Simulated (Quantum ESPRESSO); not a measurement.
In4MgLiNbPd, input and log of a self-consistent run

A calculation, not a measurement. The program is pw.x of Quantum ESPRESSO 7.5 (plane-wave density functional theory). The cell is made up: eight metal atoms on a face-centred cubic lattice, with elements, volume, strain and displacements drawn at random and not relaxed, so it may be unstable or far from any real phase. PseudoDojo standard norm-conserving files set the functional (PBE unless stated); there is no spin polarisation or spin-orbit coupling, the Fermi-Dirac width of 0.25 eV means electrons at about 2900 K, and the masses in the input are unused placeholders. A spin test at this wide smearing found no moment, but such smearing suppresses magnetism that the real alloy may have.

Input:

```
&control calculation='scf', pseudo_dir='./dojo.nc.sr.pbe.v0_5.standard.upf', outdir='./o', disk_io='minimal', tprnfor=.true., tstress=.true. /
&system ibrav=0, nat=8, ntyp=5, nbnd=58, ecutwfc=84.00895049, nosym=.true., tot_charge=0,
 occupations='smearing', smearing='fd', degauss=0.0183746611
/
&electrons conv_thr=1.470e-08, electron_maxstep=70, mixing_beta=0.5 /
ATOMIC_SPECIES
In 1.0 In.upf
Li 1.0 Li.upf
Mg 1.0 Mg.upf
Nb 1.0 Nb.upf
Pd 1.0 Pd.upf
CELL_PARAMETERS angstrom
-2.1947 -4.3733 -2.1373
-4.284 2.1804 2.0444
-0.0865 4.4595 -4.3605
ATOMIC_POSITIONS angstrom
In -0.0206 -0.0754 0.0229
Mg -0.0271 2.2022 -2.1464
In -2.2108 2.2413 -0.0639
Li -2.2578 4.4118 -2.2526
Nb -2.2275 0.0715 -2.1991
Pd -2.2962 2.3269 -4.4741
In -4.3652 0.0892 -0.0388
In -4.4533 2.2834 -2.3113
K_POINTS automatic
5 5 4 1 1 1
```

The log is shortened where brackets say so; the opening notice, blank lines, dates and the lines on written files are dropped, and the path of the files is cut. It prints rydbergs, bohrs and kilobars, and counts compression as positive stress. Its total energy is the free energy E - TS of the whole cell.

```
     Program PWSCF v.7.5
     Parallel version (MPI & OpenMP), running on       4 processor cores
     Number of MPI processes:                 4
     Threads/MPI process:                     1
     [start-up lines left out]
     bravais-lattice index     =            0
     lattice parameter (alat)  =      10.0902  a.u.
     unit-cell volume          =    1105.1931 (a.u.)^3
     number of atoms/cell      =            8
     number of atomic types    =            5
     number of electrons       =        96.00
     number of Kohn-Sham states=           58
     kinetic-energy cutoff     =      84.0090  Ry
     charge density cutoff     =     336.0358  Ry
     scf convergence threshold =      1.5E-08
     mixing beta               =       0.5000
     number of iterations used =            8  plain     mixing
     Exchange-correlation= PBE
                           (   1   4   3   4   0   0   0)
     [axes and pseudopotential details left out]
   Cartesian axes
     site n.     atom                  positions (alat units)
         1        In     tau(   1) = (  -0.0038580  -0.0141211   0.0042888  )
         2        Mg     tau(   2) = (  -0.0050754   0.4124338  -0.4019834  )
         3        In     tau(   3) = (  -0.4140444   0.4197565  -0.0119674  )
         4        Li     tau(   4) = (  -0.4228467   0.8262535  -0.4218728  )
         5        Nb     tau(   5) = (  -0.4171720   0.0133907  -0.4118532  )
         6        Pd     tau(   6) = (  -0.4300384   0.4357879  -0.8379212  )
         7        In     tau(   7) = (  -0.8175261   0.0167056  -0.0072666  )
         8        In     tau(   8) = (  -0.8340257   0.4276411  -0.4328663  )
     number of k points=    50  Fermi-Dirac smearing, width (Ry)=  0.0184
                       cart. coord. in units 2pi/alat
        k(    1) = (  -0.1714164   0.0247188  -0.1243847), wk =   0.0400000
        k(    2) = (  -0.2063068   0.1359206  -0.3160963), wk =   0.0400000
     [further k points left out]
     Dense  grid:   114987 G-vectors     FFT dimensions: (  60,  60,  72)
     Estimated max dynamical RAM per process >     343.85 MB
     Estimated total dynamical RAM >       1.26 GB
     Initial potential from superposition of free atoms
     starting charge      95.9766, renormalised to      96.0000
     Starting wfcs are   62 randomized atomic wfcs
     total cpu time spent up to now is        4.9 secs
     per-process dynamical memory:   263.2 Mb
     Self-consistent Calculation
     iteration #  1     ecut=    84.01 Ry     beta= 0.50
     Davidson diagonalization with overlap
     ethr =  1.00E-02,  avg # of iterations =  5.3
     total cpu time spent up to now is       15.5 secs
     total energy              =   -1058.14923756 Ry
     estimated scf accuracy    <       3.68209647 Ry
     iteration #  2     ecut=    84.01 Ry     beta= 0.50
     Davidson diagonalization with overlap
     ethr =  3.84E-03,  avg # of iterations =  3.0
     total cpu time spent up to now is       26.6 secs
     total energy              =   -1059.79955864 Ry
     estimated scf accuracy    <       9.27977330 Ry
     iteration #  3     ecut=    84.01 Ry     beta= 0.50
     Davidson diagonalization with overlap
     ethr =  3.84E-03,  avg # of iterations =  2.0
     total cpu time spent up to now is       35.8 secs
     total energy              =   -1060.34458982 Ry
     estimated scf accuracy    <       1.99103532 Ry
     iteration #  4     ecut=    84.01 Ry     beta= 0.50
     Davidson diagonalization with overlap
     ethr =  2.07E-03,  avg # of iterations =  1.7
     total cpu time spent up to now is       43.9 secs
     total energy              =   -1060.34740425 Ry
     estimated scf accuracy    <       0.83961448 Ry
     iteration #  5     ecut=    84.01 Ry     beta= 0.50
     Davidson diagonalization with overlap
     ethr =  8.75E-04,  avg # of iterations =  2.0
     total cpu time spent up to now is       52.2 secs
     total energy              =   -1060.39631922 Ry
     estimated scf accuracy    <       0.04987622 Ry
     [iterations 6 to 8 left out]
     iteration #  9     ecut=    84.01 Ry     beta= 0.50
     Davidson diagonalization with overlap
     ethr =  1.23E-06,  avg # of iterations =  5.7
     total cpu time spent up to now is       89.6 secs
     total energy              =   -1060.40984668 Ry
     estimated scf accuracy    <       0.00060311 Ry
     iteration # 10     ecut=    84.01 Ry     beta= 0.50
     Davidson diagonalization with overlap
     ethr =  6.28E-07,  avg # of iterations =  1.5
     total cpu time spent up to now is       97.5 secs
     total energy              =   -1060.40986645 Ry
     estimated scf accuracy    <       0.00004707 Ry
     iteration # 11     ecut=    84.01 Ry     beta= 0.50
     Davidson diagonalization with overlap
     ethr =  4.90E-08,  avg # of iterations =  3.7
     total cpu time spent up to now is      106.8 secs
     total energy              =   -1060.40987831 Ry
     estimated scf accuracy    <       0.00002467 Ry
     iteration # 12     ecut=    84.01 Ry     beta= 0.50
     Davidson diagonalization with overlap
     ethr =  2.57E-08,  avg # of iterations =  2.0
     total cpu time spent up to now is      115.0 secs
     total energy              =   -1060.40988091 Ry
     estimated scf accuracy    <       0.00000008 Ry
     iteration # 13     ecut=    84.01 Ry     beta= 0.50
     Davidson diagonalization with overlap
     ethr =  8.39E-11,  avg # of iterations =  5.6
     total cpu time spent up to now is      127.4 secs
     End of self-consistent calculation
     [lines on levels left out]
!    total energy              =   -1060.40988104 Ry
     estimated scf accuracy    <          4.2E-09 Ry
     smearing contrib. (-TS)   =      -0.07749864 Ry
     internal energy E=F+TS    =   -1060.33238240 Ry
     The total energy is F=E-TS. E is the sum of the following terms:
     one-electron contribution =    -392.81613793 Ry
     hartree contribution      =     252.52059246 Ry
     xc contribution           =    -248.09953532 Ry
     ewald contribution        =    -671.93730161 Ry
     convergence has been achieved in  13 iterations
     Forces acting on atoms (cartesian axes, Ry/au):
     atom    1 type  1   force =    -0.03602501    0.00865237    0.01680934
     atom    2 type  3   force =    -0.02006652    0.00808875   -0.00571276
     atom    3 type  1   force =     0.04011094    0.00336323   -0.01087296
     atom    4 type  2   force =     0.01173175   -0.00243085   -0.00924672
     atom    5 type  4   force =    -0.01468142    0.00962984    0.01815099
     atom    6 type  5   force =    -0.00024785   -0.00553956    0.00903966
     atom    7 type  1   force =     0.00528563   -0.01489671   -0.01038355
     atom    8 type  1   force =     0.01389249   -0.00686706   -0.00778400
     Total force =     0.074378     Total SCF correction =     0.000232
     Computing stress (Cartesian axis) and pressure
          total   stress  (Ry/bohr**3)                   (kbar)     P=        2.52
  -0.00005293   0.00006731   0.00003699           -7.79        9.90        5.44
   0.00006731   0.00006434   0.00003685            9.90        9.46        5.42
   0.00003699   0.00003685   0.00003989            5.44        5.42        5.87
     init_run     :      4.57s CPU      4.79s WALL (       1 calls)
     electrons    :    121.27s CPU    122.52s WALL (       1 calls)
     forces       :      1.41s CPU      1.43s WALL (       1 calls)
     stress       :      4.66s CPU      4.66s WALL (       1 calls)
     [timing details left out]
     PWSCF        :   2m12.05s CPU   2m13.57s WALL
     JOB DONE.
```

In other units: free energy -14427.611 eV for the cell, pressure 0.25 GPa, largest force component 1.031 eV/Å in size. The run took 135 s of wall time with four MPI processes on a shared machine (Intel Xeon, 2023 or later, virtual cores), so the time is rough. A rerun of this cell at a higher cutoff and on a denser mesh moved values by no more than 0.003 eV in energy, 0.04 GPa in stress and 0.012 eV/Å in force, and a second program with other atomic files agreed on that cell to 2 % rms in force and 0.5 GPa in pressure.